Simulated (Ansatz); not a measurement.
## Kick test of a cell of Ge6MoW2

The cell was found from a structure generator's guess, not taken from experiment.

Method: Ansatz, DFT PBE, scalar-relativistic, plane waves, PAW. Plane waves to 420 eV, a k mesh through Γ of 16×16×16 on the computed 9-atom cell and Gaussian smearing (0.10 eV); no spin polarisation.

The cell below (9 atoms, space group I4/mmm (No. 139)) is relaxed within its symmetry.

```xyz
9
Lattice="-1.6705 1.6705 12.4320 1.6705 -1.6705 12.4320 1.6705 1.6705 -12.4320" Properties=species:S:1:pos:R:3 pbc="T T T"
Ge    0.0000    0.0000   19.3747
Ge    0.0000    0.0000   11.0943
Ge    0.0000    0.0000    2.7936
Ge    0.0000    0.0000   22.0704
Ge    0.0000    0.0000   13.7697
Ge    0.0000    0.0000    5.4892
Mo    0.0000    0.0000    0.0000
W     0.0000    0.0000   16.5785
W     0.0000    0.0000    8.2855
```

For the test it was strained at random (σ = 1.5 % a component), the atoms were moved at random (σ = 0.15 Å), and all was relaxed again on a coarse 6×6×6 mesh (in the run’s order of axes) with 0.20 eV smearing, with no symmetry imposed.

These runs have no spin–orbit coupling, which can matter for W.

Task: Does it come back?

Result: It returns, within 1 meV/atom of the unmoved cell on that mesh and with the same symmetry when read at 0.1 Å. No instability shows in this cell; modes of other wave vectors, which need another repeat, aren't tested.
